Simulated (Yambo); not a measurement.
Yambo run on WOF4 (space group I4, No. 79). The wavefunctions are norm-conserving PBEsol (Quantum ESPRESSO, 84 Ry, without SOC) ones on a 4×4×4 mesh (24 occupied bands); a = b = c = 5.107 Å, α = β = 98.79°, γ = 133.98°.

Yambo input:

```
rim_cut
gw0
dyson
el_el_corr
HF_and_locXC
cohsex
em1s
RandQpts= 1000000
RandGvec= 1 Ry
EXXRLvcs= 84 Ry
VXCRLvcs= 336 Ry
Chimod= "HARTREE"
% BndsRnXs
 2 | 129 |
%
NGsBlkXs= 7 Ry
% LongDrXs
 1.0 | 1.0 | 1.0 |
%
ExtendOut
% QPkrange
 7 | 7 | 24 | 24 |
 9 | 9 | 24 | 25 |
 13 | 13 | 25 | 25 |
%
```

k points by index: 7 = (0, -0.5, 0.25), 9 = (0.25, 0.25, -0.25), 13 = M.

Resulting energies as the program prints them:

```
#    K-point    Band    Eo [eV]    E [eV]    E-Eo [eV]    Vxc [eV]    Vnlxc [eV]    Sc|Eo [eV]    Re(Z)    Im(Z)
#
    7    24    0.000000    -3.206322    -3.206322    -21.30371    -27.60108    3.091052    1.000000    0.000000
    9    24    -0.002037    -3.204613    -3.202576    -21.30679    -27.62581    3.116445    1.000000    0.000000
    9    25    4.674620    6.153450    1.478830    -19.23974    -13.56358    -4.197321    1.000000    0.000000
    13    25    4.583621    6.027014    1.443392    -19.12361    -13.57895    -4.101269    1.000000    0.000000
```
(The two width columns are left out.) Convergence of these settings isn't established.

Geometry relaxed with PBE+D3(BJ).

The structure is a Materials Project entry; no match was found in the copy of COD used, and its stability was not checked.
